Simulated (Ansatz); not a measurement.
Relaxed CaO (rock salt):

```yaml
crystal:
  lattice:
    - [0.00000, 2.39740, 2.39740]
    - [2.39740, 0.00000, 2.39740]
    - [2.39740, 2.39740, 0.00000]
  atoms:
    - { symbol: O, position: [0.00000, 0.00000, 0.00000] }
    - { symbol: Ca, position: [0.50000, 0.50000, 0.50000] }
```

A phonon eigenvector at Γ is frozen into this cell: atom i moves by Q times the vector below, so Q is the largest atomic displacement, in Å. The cell is held. It is one choice among 3 degenerate patterns.

```json
[
 {"atom": "O1", "x": "0.000", "y": "0.000", "z": "1.000"},
 {"atom": "Ca2", "x": "0.000", "y": "0.000", "z": "-0.399"}
]
```

The numbers are results of r2SCAN (plane waves to 500 eV, PAW, scalar-relativistic; Ansatz, a program for electronic structure), not measurements. k mesh 12×12×12 (Γ-centred), Fermi-Dirac smearing 0.05 eV. CaO was relaxed with its symmetry unable to fall. 

```json
[
 {"Q (Å)": "-0.100", "−dE/dQ from forces (eV/Å)": "0.746"},
 {"Q (Å)": "-0.083", "−dE/dQ from forces (eV/Å)": "0.601"},
 {"Q (Å)": "-0.067", "−dE/dQ from forces (eV/Å)": "0.467"},
 {"Q (Å)": "-0.050", "−dE/dQ from forces (eV/Å)": "0.342"},
 {"Q (Å)": "-0.033", "−dE/dQ from forces (eV/Å)": "0.224"},
 {"Q (Å)": "-0.017", "−dE/dQ from forces (eV/Å)": "0.111"},
 {"Q (Å)": "0.000", "−dE/dQ from forces (eV/Å)": "0.000"},
 {"Q (Å)": "0.017", "−dE/dQ from forces (eV/Å)": "-0.111"},
 {"Q (Å)": "0.033", "−dE/dQ from forces (eV/Å)": "-0.224"},
 {"Q (Å)": "0.050", "−dE/dQ from forces (eV/Å)": "-0.342"},
 {"Q (Å)": "0.067", "−dE/dQ from forces (eV/Å)": "-0.467"},
 {"Q (Å)": "0.083", "−dE/dQ from forces (eV/Å)": "-0.601"},
 {"Q (Å)": "0.100", "−dE/dQ from forces (eV/Å)": "-0.746"}
]
```

Question: What harmonic wavenumber does the curvature at Q = 0 give?

Answer: 284 cm⁻¹. E″ = 6.63 eV/Å², M = Σ mᵢ|uᵢ|² = 22.4 u, ν̃ = 521.5·√(|E″|/M).

(For displaced atoms, the force is minus the slope of the energy, and its curvature is a force constant, which sets phonon frequencies.)
